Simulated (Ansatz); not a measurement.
# CdS: stationary points along a deformation path

Method: DFT PBE, scalar-relativistic, plane waves, PAW (Ansatz 0.2.0). The runs took a 420 eV cutoff, a Γ-centred 9×9×6 mesh and Gaussian smearing (0.05 eV). No spin polarisation. Energies are free energies at this smearing, counted from the undisturbed cell; pressure is positive in compression.

The undisturbed cell (as given, not relaxed at this level; it stands at 2.5 GPa):

```
CELL_PARAMETERS angstrom
4.13480 0.00000 0.00000
-2.06740 3.58084 0.00000
0.00000 0.00000 6.74900
ATOMIC_POSITIONS crystal
Cd 0.33333 0.66667 0.00000
Cd 0.66667 0.33333 0.50000
S 0.33333 0.66667 0.38500
S 0.66667 0.33333 0.88500
```

At fixed volume and fractional coordinates, lengths along (0.000, 0.000, 1.000) are scaled against those across it; ρ is that ratio over its starting value. V = 24.982 Å³/atom. Δσ is the stress along the axis less the mean stress across it (compression positive).

| ρ | ΔE (meV/atom) | Δσ (GPa) | space group |
| --- | --- | --- | --- |
| 0.800 | 254.2 | 27.08 | P6_3mc |
| 0.850 | 115.0 | 17.32 | P6_3mc |
| 0.920 | 17.8 | 6.70 | P6_3mc |
| 0.960 | -0.9 | 1.87 | P6_3mc |
| 1.000 | 0.0 | -2.23 | P6_3mc |
| 1.050 | 22.6 | -6.56 | P6_3mc |
| 1.100 | 63.2 | -10.18 | P6_3mc |
| 1.200 | 182.0 | -15.87 | P6_3mc |
| 1.300 | 332.4 | -20.15 | P6_3mc |

How does the stress give the slope of the energy, and where is the energy stationary?

Along the path d ln(length) is 2/3 d ln ρ on the axis and −1/3 d ln ρ across it, so dE/d ln ρ = −(2/3) V Δσ: the energy falls with ρ where Δσ is positive. Δσ vanishes or changes sign between ρ = 0.960 and 1.000, a minimum (near 0.98 by linear interpolation). Pairs of stationary points between two samples would go unseen, and could change a minimum read from distant neighbours into a maximum.

Integrate that slope from ρ = 1 to 1.200 by the trapezoid rule.

With V/N in Å³ and 1 eV/Å³ = 160.2 GPa the slopes at ρ = 1.000, 1.050, 1.100, 1.200 are 232, 682, 1058, 1650 meV/atom per unit of ln ρ. The steps add 22.3 + 40.5 + 117.8 = 180.6 meV/atom, against 182.0 from the energies; the trapezoid rule misses the curvature of the slope within each step.

Forces appear on the atoms along this scan, and letting them relax would lower the energy and soften the response.